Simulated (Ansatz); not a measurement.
## Relaxing LiSi₃₂

All numbers below come from DFT LDA, scalar-relativistic, plane waves, PAW in Ansatz 0.2.0. (420 eV cutoff, 3×3×3 k-mesh, Gaussian smearing of 0.02 eV, collinear spin)

What was changed: Li interstitial, charge +0, atoms relaxed at the host's cell.

The starting moments were lost, and the run ended without a moment.

In a supercell of 33 atoms the defect feels its periodic images, and the cell reads as a metal on the mesh, so a level in the gap can't be told from a carrier in the bands.

Command:

```bash
ansatz run input.yaml --threads 4 --pin off --max-ram 8192MiB --backend cpu --events-out ev --progress --plain --runs-dir out
```

Input:

```yaml
crystal:
  lattice:
    - [-5.401942276, -5.401942276, 5.401942276]
    - [5.401942276, -5.401942276, -5.401942276]
    - [5.401942276, 5.401942276, 5.401942276]
  atoms:
    - { symbol: Si, position: [0.25, 0.75, 0.75] }
    - { symbol: Si, position: [0.00513074, 0.7564110924, 0.0039731561], spin: 0.091 }
    - { symbol: Si, position: [0.5, 0.5, 0.75] }
    - { symbol: Si, position: [0.25, 0.5, 0.0] }
    - { symbol: Si, position: [0.0, 0.5, 0.25] }
    - { symbol: Si, position: [0.75, 0.75, 0.25] }
    - { symbol: Si, position: [0.5, 0.75, 0.5] }
    - { symbol: Si, position: [-0.0038139294, 0.0006961649, 0.7455468528], spin: 0.091 }
    - { symbol: Si, position: [0.75, 0.25, 0.75] }
    - { symbol: Si, position: [0.5, 0.25, 0.0] }
    - { symbol: Si, position: [0.2559438616, 0.26926886, 0.2685726331], spin: 0.091 }
    - { symbol: Si, position: [0.0, 0.25, 0.5] }
    - { symbol: Si, position: [0.75, 0.5, 0.5] }
    - { symbol: Si, position: [0.7372942135, -0.0136277565, -0.0179682981], spin: 0.091 }
    - { symbol: Si, position: [0.5, 0.0, 0.25] }
    - { symbol: Si, position: [0.25, 0.0, 0.5] }
    - { symbol: Si, position: [0.25, 0.75, 0.5] }
    - { symbol: Si, position: [0.0087252182, 0.7523904774, 0.7364741704], spin: 0.091 }
    - { symbol: Si, position: [0.5, 0.5, 0.5] }
    - { symbol: Si, position: [0.25, 0.5, 0.75] }
    - { symbol: Si, position: [0.0, 0.5, 0.0] }
    - { symbol: Si, position: [0.7393017112, 0.7436985706, -0.0057535913], spin: 0.091 }
    - { symbol: Si, position: [0.5, 0.75, 0.25] }
    - { symbol: Si, position: [0.0, 0.0, 0.5] }
    - { symbol: Si, position: [0.75, 0.25, 0.5] }
    - { symbol: Si, position: [0.5, 0.25, 0.75] }
    - { symbol: Si, position: [0.2460685022, 0.2375637694, -0.0029303788], spin: 0.091 }
    - { symbol: Si, position: [0.0142033645, 0.2628349664, 0.2635413099], spin: 0.091 }
    - { symbol: Si, position: [0.75, 0.5, 0.25] }
    - { symbol: Si, position: [0.7529521436, 0.0058810694, 0.734249461], spin: 0.091 }
    - { symbol: Si, position: [0.5, 0.0, 0.0] }
    - { symbol: Si, position: [0.2493700685, -0.0027874137, 0.2536996629], spin: 0.091 }
    - { symbol: Li, position: [0.0014116318, -0.0027167736, -0.0017406427], spin: 0.091 }
  host:
    lattice:
      - [0.0, 2.700971138, 2.700971138]
      - [2.700971138, 0.0, 2.700971138]
      - [2.700971138, 2.700971138, 0.0]
    atoms:
      - { symbol: Si, position: [0.75, 0.75, 0.75] }
      - { symbol: Si, position: [0.5, 0.5, 0.5] }
basis:
  ecutwfc: 420
  xc_grid: 2
kpoints:
  mp_grid: { grid: [3, 3, 3], shift: [0.0, 0.0, 0.0] }
hamiltonian:
  xc: lda
scf:
  occupations: { method: gaussian, width: 0.02 }
output:
  forces: true
  stress: false
  eigenvalues: true
  populations: true
  charged_corrections:
    defect_position: [0.0, 0.0, 0.0]
    epsilon: [[13.2637, 0.0, 0.0], [0.0, 13.2637, 0.0], [0.0, 0.0, 13.2637]]
magnetization:
  spin_polarized: true
relax:
  adjacent_minimum: "off"
  f_tol: 0.025
  max_steps: 45
```

F is the free energy.

Steps:

```csv
step,F − F(1) (eV),largest force component (eV/Å)
1,0.0000,2.141
2,-0.8862,0.753
3,-0.9624,0.009
4,-0.9624,0.009
```

Relaxed structure:

```cif
data_structure
_symmetry_space_group_name_H-M 'P 1'
_symmetry_Int_Tables_number 1
_cell_length_a 9.3564
_cell_length_b 9.3564
_cell_length_c 9.3564
_cell_angle_alpha 109.471
_cell_angle_beta 109.471
_cell_angle_gamma 109.471
_cell_volume 630.54
loop_
_atom_site_label
_atom_site_type_symbol
_atom_site_fract_x
_atom_site_fract_y
_atom_site_fract_z
_atom_site_occupancy
Si1 Si 0.24965 0.74944 0.74849 1
Si2 Si 0.00021 0.74137 0.99932 1
Si3 Si 0.49987 0.49997 0.75000 1
Si4 Si 0.25129 0.50050 0.99919 1
Si5 Si 0.00010 0.50056 0.25033 1
Si6 Si 0.74926 0.74940 0.24873 1
Si7 Si 0.49976 0.75095 0.49883 1
Si8 Si 0.00009 0.00038 0.74052 1
Si9 Si 0.74916 0.24959 0.74841 1
Si10 Si 0.50041 0.25145 0.99933 1
Si11 Si 0.25894 0.25931 0.25837 1
Si12 Si 0.00018 0.25137 0.49951 1
Si13 Si 0.75123 0.50002 0.49913 1
Si14 Si 0.74124 0.00005 0.99919 1
Si15 Si 0.50046 0.00036 0.25038 1
Si16 Si 0.25127 0.00011 0.49944 1
Si17 Si 0.25011 0.75009 0.49934 1
Si18 Si 0.00036 0.74964 0.74862 1
Si19 Si 0.50703 0.50694 0.50595 1
Si20 Si 0.25015 0.50032 0.74919 1
Si21 Si 0.00035 0.49367 0.99936 1
Si22 Si 0.74936 0.74930 0.99934 1
Si23 Si 0.50010 0.75026 0.24914 1
Si24 Si 0.00044 0.00043 0.49286 1
Si25 Si 0.75021 0.25017 0.49942 1
Si26 Si 0.50006 0.25020 0.74920 1
Si27 Si 0.25095 0.25110 0.99950 1
Si28 Si 0.99998 0.25107 0.24997 1
Si29 Si 0.75017 0.50035 0.24928 1
Si30 Si 0.74918 0.00023 0.74842 1
Si31 Si 0.49376 0.00053 0.99943 1
Si32 Si 0.25097 0.00037 0.25008 1
Li1 Li 0.00027 0.00010 0.99938 1
```

The run converged. Time: 6.1 min on 4 threads of Intel(R) Xeon(R) Processor @ 2.50GHz (Skylake/Cascade Lake), with other jobs on the host, peak memory 2.3 GiB.